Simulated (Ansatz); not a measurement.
Hg₄Pt in space group Im-3m (No. 229; Hg on 8c, Pt on 2a), a = 6.285 Å, b = 6.285 Å, c = 6.285 Å, α = 90.00°, β = 90.00°, γ = 90.00°; the cell used has 5 atoms.

This is the r²SCAN-relaxed structure.

All from r²SCAN (plane waves, PAW; program Ansatz), unless another level is named. Predict the density of states at the Fermi level.

0.19 states/eV per atom (mean over ±0.08 eV).

And the formation energy from the elements (no fitted shifts)?

-0.15 eV/atom.

The workflow started from a Materials Project entry (that database holds measured and hypothetical structures alike); the Crystallography Open Database files this formula in space group No. 229, but the cells were not matched. Whether it is the stable phase at ambient conditions was not checked. The r²SCAN relaxation kept the symmetry of its start; whether a distortion lowers the energy is not shown. No spin polarisation was allowed. The references are the lowest solids computed at this level, not always the standard phases. Spin–orbit coupling is left out wherever it is not named.

Potentials: the later of the program's two PAW sets.
